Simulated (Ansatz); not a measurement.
## Structure relaxation, NbRu

The start is a generated cell, NbRu built in the NbRh-10 structure type. Cell shape, volume and atoms are optimised at zero target pressure with PBEsol (plane waves to 420 eV, PAW, scalar-relativistic; Ansatz, a program for electronic structure). First-step values are on the input's coarse k-mesh.

Ansatz input (later rounds restart from its end on a renewed k-mesh):
Ansatz 0.2 input:
```yaml
crystal:
  lattice:
    - [4.8228, 0, 0]
    - [0, 2.8091, 0]
    - [-1.6887, 0, 6.7473]
  atoms:
    - { symbol: Nb, position: [0.74452, 0, 0.33483] }
    - { symbol: Nb, position: [0.25548, 0, 0.66517] }
    - { symbol: Nb, position: [0, 0, 0] }
    - { symbol: Ru, position: [0.5, 0.5, 0] }
    - { symbol: Ru, position: [0.25626, 0.5, 0.33249] }
    - { symbol: Ru, position: [0.74374, 0.5, 0.66751] }
basis: { ecutwfc: 420, ecutrho_ratio: 4, xc_grid: 2, fft_grid_basis: typed }
kpoints: { mp_grid: { grid: [7, 12, 5] } }
hamiltonian:
  xc: pbesol
  dispersion: none
  pseudopotentials: { kind: paw }
scf: { occupations: { method: fermi_dirac, width: 0.05 } }
relax: { f_tol: 0.01, max_steps: 100, cell: { stress_tol: 0.02 } }
output: { forces: true, stress: true }
```

| Property | Value |
|---|---|
| Initial pressure | +3.2 GPa (positive: the cell is compressed) |
| Largest initial force | 0.51 eV/Å, on Nb1, Nb2 (atoms numbered as listed) |
| Outcome | The space group stays P2/m (No. 10) (the run could not lower it), with 6 atoms in the primitive cell |
| Energy released | 0.11 eV/atom |
| Band gap at the end | no gap (metallic) |
| Optimiser moves | 14 |

Relaxed structure:

Space group P2/m (No. 10); a = 4.5572 Å, b = 3.0361 Å, c = 6.8798 Å, α = γ = 90.00°, β = 102.94°

```json
[
 {"atom": "Nb", "site": "2m", "symmetry": "m", "x": "0.3094", "y": "0.0000", "z": "0.6766"},
 {"atom": "Nb", "site": "1a", "symmetry": "2/m", "x": "0.0000", "y": "0.0000", "z": "0.0000"},
 {"atom": "Ru", "site": "1e", "symmetry": "2/m", "x": "0.5000", "y": "0.5000", "z": "0.0000"},
 {"atom": "Ru", "site": "2n", "symmetry": "m", "x": "0.2058", "y": "0.5000", "z": "0.3479"}
]
```

Final values are on a 11×15×7 k-mesh of the relaxed cell. No spin polarisation in the result.

The run could not lower the symmetry of its start; a shaken copy of this end point relaxes with PBEsol to P2/m (No. 10), 0.05 eV/atom lower.

The relaxed structure here is a generated cell of NbRu: the first start was made by placing the elements on the sites of a structure type, and the end was not matched to a known phase here, so it may be hypothetical.
